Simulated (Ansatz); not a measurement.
MoTe2 (2H-MoS2 type, space group P6_3/mmc)

```
MoTe2
1.0
    3.54193     0.00000     0.00000
   -1.77097     3.06740     0.00000
    0.00000     0.00000    14.18201
Mo Te
2 4
Cartesian
  0.00000   2.04493  10.63651
  1.77097   1.02247   3.54550
  0.00000   2.04493   1.75109
  1.77097   1.02247   8.84209
  1.77097   1.02247  12.43092
  0.00000   2.04493   5.33991
```

Two coordinates are scanned: the volume, and the ratio of the stretch along z (the conventional c axis) to the stretch across it. Atoms keep their fractional coordinates.

Computed with r2SCAN+rVV10 (plane waves to 500 eV, PAW, scalar-relativistic; Ansatz, a program for electronic structure). k mesh 11×11×3 (Γ-centred), Fermi-Dirac smearing 0.05 eV. Compression counts positive. As the atoms are clamped, bonds stretch with the cell, which overstates energies and stresses. As the smearing reaches across the gap at some points, the response to shear is sensitive to the k mesh, so small differences along c/a are uncertain. MoTe2 is run without spin polarisation. MoTe2 was relaxed with its symmetry unable to fall. Spin-orbit coupling is left out, though Te is heavy. The PAW data are Ansatz's earlier set.

At one point of the scan the stress tensor (GPa) is:

```
    2.9      0.0      0.0
    0.0      2.9      0.0
    0.0      0.0     11.2
```

**Question.** Which point is it?
A. V/V₀ = 0.960, (c/a)/(c/a)₀ = 0.940
B. V/V₀ = 0.920, (c/a)/(c/a)₀ = 1.120
C. V/V₀ = 0.960, (c/a)/(c/a)₀ = 1.060
D. V/V₀ = 0.960, (c/a)/(c/a)₀ = 0.880

**Answer.** A, V/V₀ = 0.960, (c/a)/(c/a)₀ = 0.940

(A scan under strain: stresses follow from slopes of the energy per volume, elastic moduli from its curvatures.)
